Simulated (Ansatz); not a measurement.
AlBO$_{3}$:
Space group R-3c, hexagonal axes (No. 167); a = 4.465 Å, b = 4.465 Å, c = 13.751 Å, α = 90.00°, β = 90.00°, γ = 120.00°

```csv
atom,site,symmetry,x,y,z
Al,6b,-3.,0.0000,0.0000,0.0000
B,6a,32,0.0000,0.0000,0.2500
O,18e,.2,0.3085,0.3085,0.7500
```
(The calculation used a cell of 10 atoms; values per cell refer to that cell.)

Relaxed with r²SCAN. DFT-r²SCAN in the program Ansatz with PAW potentials gives a gap of 6.85 eV.

### Question
What gap does HSE06 give on the same cell (Ansatz, PAW)?

### Answer
7.94 eV, 1.09 eV more. The hybrid was solved on a coarser mesh and at special points; the gap given is the minimum over both.

```json
[
 {"k": "Γ", "v1 r²SCAN": "0.00", "c1 r²SCAN": "7.06", "v1 HSE06": "0.00", "c1 HSE06": "8.20"},
 {"k": "T", "v1 r²SCAN": "-0.65", "c1 r²SCAN": "7.46", "v1 HSE06": "…", "c1 HSE06": "…"},
 {"k": "L", "v1 r²SCAN": "-0.29", "c1 r²SCAN": "7.85", "v1 HSE06": "…", "c1 HSE06": "…"},
 {"k": "F", "v1 r²SCAN": "-0.51", "c1 r²SCAN": "7.77", "v1 HSE06": "…", "c1 HSE06": "…"},
 {"k": "S0", "v1 r²SCAN": "-0.29", "c1 r²SCAN": "8.14", "v1 HSE06": "-0.32", "c1 HSE06": "9.31"},
 {"k": "H0", "v1 r²SCAN": "-0.45", "c1 r²SCAN": "8.18", "v1 HSE06": "…", "c1 HSE06": "…"}
]
```

### Question
Top valence (v1) and lowest conduction level (c1) in eV from each method's valence maximum (which need not be a listed point): supply the withheld HSE06 values.

### Answer

- T, v1 HSE06: -0.67
- T, c1 HSE06: 8.56
- F, v1 HSE06: -0.55
- F, c1 HSE06: 8.93
- L, v1 HSE06: -0.32
- L, c1 HSE06: 8.98
- H0, v1 HSE06: -0.49
- H0, c1 HSE06: 9.35

Cost on shared cores: the r²SCAN run (SCF on a 8×8×8 mesh, then bands and DOS) around 2.2 core-minutes (rough), the HSE06 run (SCF on 5×5×5, then a few points) about 8 core-minutes (a rough figure); the tasks are unlike.

The first step of the workflow began from a Materials Project structure, measured or hypothetical; the Crystallography Open Database files this formula in space group No. 167, but the cells were not matched. Whether it is the stable phase at ambient conditions was not checked. Symmetry was held in the r²SCAN relaxation; whether a distortion lowers the energy is not shown.

Potentials: the later of the program's two PAW sets.
